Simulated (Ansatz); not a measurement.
A frame of Si5P13 from dynamics at 3000 K, with the forces (eV/Å) computed on a k mesh in the last three columns. Theory: DFT PBE, scalar-relativistic, plane waves, PAW (Ansatz 0.2.0).

Settings: cutoff 420 eV, Γ-centred mesh 3×3×3 on the computed 18-atom cell, Fermi–Dirac smearing of 0.26 eV; no spin polarisation.

```xyz
18
Lattice="7.048 0.045 0.173 0.045 7.051 -0.031 0.173 -0.031 7.038" Properties=species:S:1:pos:R:3:forces:R:3 pbc="T T T"
Si    5.459    2.909    3.812   -0.170   -0.330   -0.130
Si    3.113    4.714    5.412    0.180    1.170    0.700
Si    1.280    3.579    1.668   -0.290   -0.750    0.560
Si    3.350    2.626    6.385   -0.160   -1.220    0.220
Si    5.708    5.449    2.980   -1.740   -0.660    0.770
P     5.539    6.365    5.366   -0.730    0.150   -0.570
P     3.815    0.192    4.121    0.740    0.170   -0.120
P     2.876    1.760    1.967   -1.410   -0.210    0.800
P     4.559    7.068    0.198   -0.680    0.220    0.910
P     0.783    1.892    3.459   -0.510    0.560   -0.720
P     0.966    5.463    3.122    1.020   -0.480   -0.280
P     1.109    5.900    5.611    0.080   -0.540   -0.470
P     6.389    3.589    0.409    1.350    0.880    0.220
P     7.023    6.731    1.838    0.610    1.800   -0.940
P     7.046    3.753    5.344    0.070   -0.450   -0.100
P     4.783    2.408    1.006   -0.210   -1.390   -0.560
P     3.432    4.195    3.333    0.540   -0.140   -1.140
P     2.141    0.225    6.929    1.330    1.220    0.840
```

Static pressure -0.5 GPa (no kinetic part), no gap on the mesh.

Counting as bonded all pairs within 1.2 times the summed covalent radii:

```tsv
atom → neighbour	mean count	mean length (Å)	spread (Å)
P → P	1.54	2.28	0.17
P → Si	1.00	2.39	0.12
Si → P	2.60	2.39	0.12
Si → Si	0.40	2.32	0.00
```

Angles between all pairs of such bonds at an atom (mean ± spread): 104 ± 27° at P, 104 ± 26° at Si.

Cost: 1 run of about 1 core-minutes, on Arm Neoverse V1 (shared hosts).